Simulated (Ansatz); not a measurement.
Relaxed-ion elastic tensor of ScAl₂ (cubic Laves (MgCu2 type), Fd-3m) in GPa (Voigt order), the program Ansatz at the r²SCAN level (PAW); density 3.05 g/cm³, 17.98 Å³ per atom.

```
 208  38.2  38.2   0.0   0.0   0.0
38.2   208  38.2   0.0   0.0   0.0
38.2  38.2   208   0.0   0.0   0.0
 0.0   0.0   0.0  75.6   0.0   0.0
 0.0   0.0   0.0   0.0  75.6   0.0
 0.0   0.0   0.0   0.0   0.0  75.6
```

**Question.** Is the crystal mechanically stable?

**Answer.** Yes: the smallest eigenvalue of C is 75.6 GPa.

**Question.** Work out the Voigt, Reuss and Hill averages.

**Answer.** K_V = 94.8, K_R = 94.8, K_H = 94.8; G_V = 79.3, G_R = 79.0, G_H = 79.2 GPa.

**Question.** Give Young's modulus, Poisson's ratio, Pugh's ratio and the universal anisotropy index.

**Answer.** E = 9KG/(3K + G) = 186 GPa; ν = 0.17; K/G = 1.20 (brittle by the Pugh limit of 1.75); A_U = 5G_V/G_R + K_V/K_R − 6 = 0.02.

**Question.** Estimate the sound speeds and the Debye temperature.

**Answer.** v_l = √((K + 4G/3)/ρ) = 8110 m/s, v_t = √(G/ρ) = 5100 m/s, mean 5610 m/s; Θ = (h/k)(3n/4πV)^(1/3) v_m = 638 K.

**Question.** Give the Zener ratio and Young's modulus along [100], [110] and [111].

**Answer.** A = 2C44/(C11 − C12) = 0.89; 1/E = S11 − 2(S11 − S12 − S44/2)Γ with Γ = 0, 1/4, 1/3 gives 196, 183, 179 GPa.

The first step of the workflow began from a Materials Project structure, measured or hypothetical; the Crystallography Open Database copy checked does not list it. Whether it is the stable phase at ambient conditions was not checked. The cell was relaxed with r²SCAN under the symmetry of its start; its stability against distortions is not shown here. No spin polarisation was allowed. As this level gives no gap, shear constants depend on the k-mesh and smearing (Fermi–Dirac, 0.1 eV here).

Potentials: the later of the program's two PAW sets.
